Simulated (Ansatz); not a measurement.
TiAu (CsCl type)

```
TiAu
1.0
    3.21804     0.00000     0.00000
    0.00000     3.21804     0.00000
    0.00000     0.00000     3.21804
Ti Au
1 1
Cartesian
  1.60902   1.60902   1.60902
  0.00000   0.00000   0.00000
```

The slice is a {100} plane (indices of the conventional cell) through the point (0.500, 0.500, 0.500) (fractional), spanned by u = [100] and v = [010] in vectors of this cell: u (3.22 Å) and v (3.22 Å, at 90° to u). It covers one period; positions are fractions (u, v).

Calculation: PBEsol (plane waves to 420 eV, PAW, scalar-relativistic; Ansatz, a quantum-chemistry and plane-wave program). k mesh 14×14×14. Near the nuclei the fields are pseudised (PAW); where an atom keeps semicore shells as valence, they peak there. Spin-orbit coupling is left out, though Au is heavy. TiAu is run without spin polarisation. TiAu was relaxed with its symmetry unable to fall.

Q: Sketch the valence electron density on this plane as a map.

A: 
```
|999986421000000012468999|
|999875321000000012357899|
|998764310000000001346789|
|887653210000000001235678|
|665432110000000001123456|
|443321100000000000112334|
|222111000000000000011122|
|111000000000000000000011|
|000000000000000000000000|
|000000000000000000000000|
|000000000000000000000000|
|000000000000000000000000|
|000000000000000000000000|
|000000000000000000000000|
|000000000000000000000000|
|111000000000000000000011|
|222111000000000000011122|
|443321100000000000112334|
|665432110000000001123456|
|887653210000000001235678|
|998764310000000001346789|
|999875321000000012357899|
|999986421000000012468999|
|999986421000000012468999|
```
Scale: ten equal steps from -0.85 (start of '0') to 1.01 (end of '9'), in the order '0123456789'. Values: log₁₀ of the valence density in e/Å³. The map has 24 points along u (one character each, u = 0 at the left) and 24 along v (v = 0 in the bottom row). The scale is logarithmic, as a density can span decades between atoms and voids.
